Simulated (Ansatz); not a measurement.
FeNi (L1₀ or tetragonal B2, P4/mmm) at seven volumes, r²SCAN (plane waves, PAW; program Ansatz), shape and atoms relaxed at each. One row is withheld.

```json
[
 {"V (Å³/atom)": "10.166", "P (GPa)": "22.74"},
 {"V (Å³/atom)": "10.502", "P (GPa)": "13.72"},
 {"V (Å³/atom)": "10.837", "P (GPa)": "6.33"},
 {"V (Å³/atom)": "11.172", "P (GPa)": "-0.01"},
 {"V (Å³/atom)": "11.507", "P (GPa)": "?"},
 {"V (Å³/atom)": "11.842", "P (GPa)": "-10.21"},
 {"V (Å³/atom)": "12.177", "P (GPa)": "-14.08"}
]
```

Question: Fit the shown pressures and predict the withheld one.

Answer: Third-order Birch–Murnaghan: P = (3/2)B₀(x^(7/2) − x^(5/2))[1 + (3/4)(B′ − 4)(x − 1)] with x = (V₀/V)^(2/3). Least squares on the six rows gives V₀ = 11.167 Å³/atom, B₀ = 196.7 GPa, B′ = 4.37. At V = 11.507, x = 0.9802 and P = -5.53 GPa. The run itself gave -5.54 GPa.

The first step of the workflow began from a Materials Project structure, measured or hypothetical; the Crystallography Open Database files this formula in space group No. 123, but the cells were not matched. Whether it is the stable phase at ambient conditions was not checked. Symmetry was held in the r²SCAN relaxation; its stability against distortions is not shown here. Magnetic state: ferromagnetic, chosen from 5 collinear starts compared on coarse meshes (ties went to the first, and starts can fall back to one state), not a proven ground state. Other orbital occupations within this spin state were not tried.

Potentials: the earlier of the program's two PAW sets.
